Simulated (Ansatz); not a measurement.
NbAs2 (space group C2/m)

```
CELL_PARAMETERS angstrom
      4.66689    -1.68068     0.00000
      4.66689     1.68068     0.00000
     -3.81386     0.00000     6.77288
ATOMIC_POSITIONS crystal
  Nb 0.15681 0.15681 0.19561
  Nb 0.84319 0.84319 0.80439
  As 0.85882 0.85882 0.47174
  As 0.14118 0.14118 0.52826
  As 0.59481 0.59481 0.89178
  As 0.40519 0.40519 0.10822
```

The volume is varied about the relaxed value V₀ at fixed cell shape. The atoms relax within the cell's symmetry.

These are PBEsol (plane waves to 420 eV, PAW, scalar-relativistic; Ansatz, a quantum-chemistry and plane-wave program) values and carry that method's errors. k mesh 15×15×7 (Γ-centred), Fermi-Dirac smearing 0.05 eV. Compression counts positive. At this level the bands of NbAs2 touch or barely overlap. NbAs2 is run without spin polarisation. NbAs2 was relaxed with its symmetry unable to fall.

At one point of the scan the stress tensor (GPa) is:

```
   27.8      0.0      0.4
    0.0     20.8      0.0
    0.4      0.0     23.0
```

Problem. Which point is it?
A) V/V₀ = 0.960
B) V/V₀ = 0.880
C) V/V₀ = 0.840
D) V/V₀ = 0.920

Solution. B, V/V₀ = 0.880

(Under strain, the slope of the energy per volume gives the stress and its curvature an elastic modulus.)
